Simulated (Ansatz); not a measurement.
## Vibrational response of KI at 0.8 GPa

All numbers below come from DFT PBE+D3(BJ), scalar-relativistic, plane waves, PAW (Ansatz 0.2.0). Cutoff 420 eV, 6×6×6 k-points (Γ-centred), fixed occupations. No spin polarisation. Phonons by linear response, acoustic sum rule imposed.

The cell is fixed (symmetry leaves no force on the atoms) and stands under 0.8 GPa:
```
CELL_PARAMETERS angstrom
0.00000 3.44240 3.44240
3.44240 0.00000 3.44240
3.44240 3.44240 0.00000
ATOMIC_POSITIONS crystal
K 0.00000 0.00000 0.00000
I 0.50000 0.50000 0.50000
```

The cell is the ideal cubic rocksalt prototype.

(1) Is this structure stable against zone-centre distortions?

(2) List the optical modes at Γ without the LO field (i marks imaginary ones).

## Answers

(1) Yes, at Γ: no optical mode is imaginary. Strains and other wave vectors aren't tested by this run.

(2)
```csv
frequency (THz),degeneracy,IR intensity of the level ((D/Å)²/amu)
3.53,3,2.89
```

Cost: 1 run of about 0.34 core-minutes, on AMD EPYC 9R45 (Zen 5) (shared hosts).